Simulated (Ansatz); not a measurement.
SiTe:
```xyz
4
Lattice="5.0797 0.0000 0.0000 0.0000 5.0797 0.0000 0.0000 0.0000 4.2195" Properties=species:S:1:pos:R:3 pbc="T T T"
Si     0.0000     2.5399     1.1430
Si     2.5399     0.0000     3.0765
Te     2.5399     2.5399     0.0000
Te     0.0000     0.0000     0.0000
```

Relaxed with r²SCAN+D4.

Task: Give the Bader charges and basin volumes of the independent atoms, r²SCAN+D4 in the plane-wave PAW code Ansatz.

Result: 

```json
[
 {"atom": "Si1", "Bader charge (e)": "+0.42", "Bader volume (Å³)": "22.3"},
 {"atom": "Te3", "Bader charge (e)": "-0.42", "Bader volume (Å³)": "32.1"}
]
```

Space group P4/nmm. The start of the workflow was typed in or built on a structure type; neither database checked (COD, Materials Project) lists it. Its standing as an ambient phase is unchecked. The cell was relaxed with r²SCAN+D4 under the symmetry of its start; whether a distortion lowers the energy is not shown. Its formation energy is positive at this level, so the cell may be metastable or incomplete. Scalar-relativistic: spin–orbit coupling is off unless named, which matters more the heavier the elements.

Potentials: the later of the program's two PAW sets.
